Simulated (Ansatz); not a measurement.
Ga (space group Cmce)

```xyz
4
Lattice="2.2873 -3.8700 0.0000 2.2873 3.8700 0.0000 0.0000 0.0000 4.5877" Properties=species:S:1:pos:R:3 pbc="T T T"
Ga     2.2873     2.6600     4.2103
Ga     2.2873    -2.6600     0.3774
Ga     2.2873     1.2099     1.9164
Ga     2.2873    -1.2099     2.6713
```

The slice is a (110) plane (indices of the conventional cell) through the point (0.656, 0.344, 0.582) (fractional), spanned by u = [100] and v = [001] in vectors of this cell: u (4.50 Å) and v (4.59 Å, at 90° to u). It covers one period; positions are fractions (u, v).

Calculation: PBE (plane waves to 420 eV, PAW, scalar-relativistic; Ansatz, an electronic-structure program). k mesh 12×12×10. Near the nuclei the fields are pseudised (PAW); where an atom keeps semicore shells as valence, they peak there. Ga was relaxed with its symmetry unable to fall.

Three fields on this plane, each scaled to ten steps between its own extremes (0 low, 9 high; the total valence density on a logarithmic scale, the potential cut 8 eV below its top; x marks points blanked near nuclei; v = 0 in the bottom row):

Map A
```
|xxxxxx9765544455566789xxxxx|
|xxxxxx9765555555667789xxxxx|
|xxxxxx8766555666667789xxxxx|
|xxxxx987666666666667789xxxx|
|xxxx98777666666666667789xxx|
|xx998877777766666666666788x|
|788888777777766665555556677|
|667778888877776655444444556|
|566778899888776554433333344|
|4567899xx998776544322222234|
|45678xxxxxx9876543221111123|
|4568xxxxxxxx876543211000123|
|4568xxxxxxxx876532110000112|
|4578xxxxxxxx876432100000123|
|4578xxxxxxxx875432100000123|
|4578xxxxxxxx865432100001123|
|56789xxxxxx8764321100011234|
|5677899xx987654321111112334|
|667788888876543211111123345|
|777888877665432211112234556|
|888888776654322111122345677|
|xx998876654332111122345688x|
|xxxx98765443221112234578xxx|
|xxxxx976543322112234578xxxx|
|xxxxxx8654332222234568xxxxx|
|xxxxxx8754332223345679xxxxx|
|xxxxxx9765433333445689xxxxx|
|xxxxxxx76544444455678xxxxxx|
```

Map B
```
|xxxxxx0357777766776530xxxxx|
|xxxxxx0467776666666540xxxxx|
|xxxxxx1467766555566642xxxxx|
|xxxxx035676655455566530xxxx|
|xxxx03566666554455666530xxx|
|xx013456666555455667765420x|
|223445555555555566778776543|
|555554444444555667788887766|
|765543211223456677888998877|
|7654200xx002356778899999988|
|76530xxxxxx0246788999999998|
|7641xxxxxxxx146788999999998|
|7630xxxxxxxx035789999999998|
|7530xxxxxxxx035789999999998|
|7630xxxxxxxx036789999999998|
|7641xxxxxxxx146889999999998|
|76530xxxxxx0357899999999998|
|7754200xx002467899999999988|
|766543211235678999999998877|
|555554444556788999999887766|
|233445556677889999998876543|
|xx013456778889999998875310x|
|xxxx03567889999999987530xxx|
|xxxxx036788999999987640xxxx|
|xxxxxx2578899999988752xxxxx|
|xxxxxx0467888888888640xxxxx|
|xxxxxx0367888888887630xxxxx|
|xxxxxxx35778777777763xxxxxx|
```

Map C
```
|xxxxxx4455443445679975xxxxx|
|xxxxxx4565444455689986xxxxx|
|xxxxxx5666554455679997xxxxx|
|xxxxx467766555556789986xxxx|
|xxxx56787766555566889865xxx|
|xx456788877665555677887654x|
|556778888776655555666666555|
|566777777777665554444455555|
|456666555566665544333333334|
|4455544xx455665443221111123|
|34544xxxxxx4555432110000112|
|3444xxxxxxxx455432100000012|
|3444xxxxxxxx455432100000012|
|3444xxxxxxxx445431100000012|
|4444xxxxxxxx445431100000012|
|4554xxxxxxxx444421000000123|
|56654xxxxxx4444321000001234|
|6776554xx444443211000112345|
|778876554444432110001123456|
|678887765544321100011234556|
|566788766543211000012344555|
|xx556776543210000012344444x|
|xxxx56665321100001234544xxx|
|xxxxx455432100001234554xxxx|
|xxxxxx4543211011234665xxxxx|
|xxxxxx4443211112346765xxxxx|
|xxxxxx4444322223467865xxxxx|
|xxxxxxx45433333457887xxxxxx|
```

**Question.** Assign the maps to these fields: electron localisation function (ELF); valence electron density; electrostatic potential energy of an electron, from the cell's mean.

**Answer.** A is the valence electron density; B is the electrostatic potential energy of an electron, from the cell's mean; C is the electron localisation function (ELF).
